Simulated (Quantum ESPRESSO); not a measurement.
**Band energies of PdIn**

```
CELL_PARAMETERS angstrom
      3.27188     0.00000     0.00000
      0.00000     3.27188     0.00000
      0.00000     0.00000     3.27188
ATOMIC_POSITIONS crystal
  Pd 0.50000 0.50000 0.50000
  In 0.00000 0.00000 0.00000
```

LDA (Quantum ESPRESSO, PseudoDojo norm-conserving, 82 Ry, scalar-relativistic); path ΓXMΓRX,MR; energies in eV from the Fermi level.

```
k (1/Å)  point  band 12  band 13  band 14  band 15  band 16  band 17  band 18  band 19
-------  -----  -------  -------  -------  -------  -------  -------  -------  -------
0.00         Γ    -3.82    -2.28    -2.28    -2.28     4.15     4.15     4.15     9.17
0.53              -3.81    -2.92    -2.92    -2.33     0.01     6.30     6.30     9.97
0.96         X    -3.80    -3.28    -3.28    -2.36    -1.13     9.43     9.43    10.03
1.17              -3.71    -3.21    -3.21    -2.40    -1.13     7.12     8.52     9.42
1.71              -2.86    -2.76    -2.65    -2.53    -1.36     2.01     3.12     9.33
1.92         M    -2.69    -2.69    -2.35    -2.35    -1.70     1.36     2.40     9.30
2.34              -3.11    -3.06    -2.84    -2.61    -0.26     1.84     5.63     8.74
2.86              -3.70    -2.82    -2.65    -2.38     2.64     2.77     5.50    10.17
3.28         Γ    -3.82    -2.28    -2.28    -2.28     4.15     4.15     4.15     9.17
3.47              -3.80    -2.42    -2.34    -2.34     3.87     3.98     3.98     9.99
3.96              -3.60    -3.01    -2.87    -2.87     2.79     2.93     2.93    11.26
4.55              -4.53    -2.09    -2.09    -0.48     1.21     2.78     2.78     5.76
4.94         R    -4.89    -1.66    -1.66    -0.30     3.80     3.80     3.80     4.39
5.04              -4.87    -1.70    -1.67    -0.23     3.09     3.23     3.87     4.41
5.62              -4.02    -2.93    -2.54    -1.33    -0.75     3.67     5.46     6.08
6.11              -3.72    -3.34    -3.10    -2.39    -1.13     8.03     8.11     9.17
6.30         X    -3.80    -3.28    -3.28    -2.36    -1.13     9.43     9.43    10.03
6.30         M    -2.69    -2.69    -2.35    -2.35    -1.70     1.36     2.40     9.30
6.62              -3.83    -3.11    -1.69    -0.74    -0.74     1.12     2.50     7.36
7.26         R    -4.89    -1.66    -1.66    -0.30     3.80     3.80     3.80     4.39
```

A metal at this level: along this path bands 15, 16 cross the Fermi level.

Spin-orbit splittings are left out.

Geometry of the Materials Project entry, not relaxed at this level.

The structure is a Materials Project entry; no match was found in the copy of COD used, and its stability was not checked.
